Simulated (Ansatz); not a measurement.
Level: PBE, no spin polarisation; 420 eV; 4×4×6 Γ-centred mesh; fermi-dirac occupations (width 0.1 eV); Ansatz 0.2.0, fixed geometry.

Computed maps in the lattice plane spanned by b (left to right, 6.92 Å, 21 points from zero) and c (bottom to top, 4.14 Å, 13 points from zero), 90° apart, at height 0.250 along a. The fields are smooth PAW ones with compensation charges, not the true ones near nuclei.

Valence density. Digits on a logarithmic scale: 0 up to 0.03 e/Å³, each further digit a factor of 1.6, 9 from 1.3 e/Å³ up:
```
213467654212455445553
013589974201346666542
014799995200245665431
014899996300124444320
014799995200012222100
003589874200001101000
112467653212332111232
424689975334664324565
645899997457997546898
756999998569999668999
756999998569999768999
645899997457998547998
434689975335676325765
```

The cell is SiAgF5. Which atoms lie within 0.2 Å of this plane, and where (fractions of b and c)?

F at (0.25, 0.69), Ag at (0.25, 0.19), Si at (0.75, 0.00). The whole cell:
```xyz
14
Lattice="6.9181 0.0000 0.0000 0.0000 6.9181 0.0000 0.0000 0.0000 4.1425" Properties=species:S:1:pos:R:3 pbc="T T T"
F     2.1695    4.0914    0.8219
F     6.2858    2.1695    0.8219
F     1.2895    6.2858    0.8219
F     4.0914    1.2895    0.8219
F     4.7486    2.8267    3.3206
F     0.6323    4.7486    3.3206
F     5.6286    0.6323    3.3206
F     2.8267    5.6286    3.3206
F     1.7295    1.7295    2.8724
F     5.1886    5.1886    1.2701
Ag    1.7295    1.7295    0.7968
Ag    5.1886    5.1886    3.3456
Si    1.7295    5.1886    0.0000
Si    5.1886    1.7295    0.0000
```

Origin: a known structure type with other elements, at an estimated volume, so it need not be a known compound. Caveats: atoms or cell far from equilibrium.
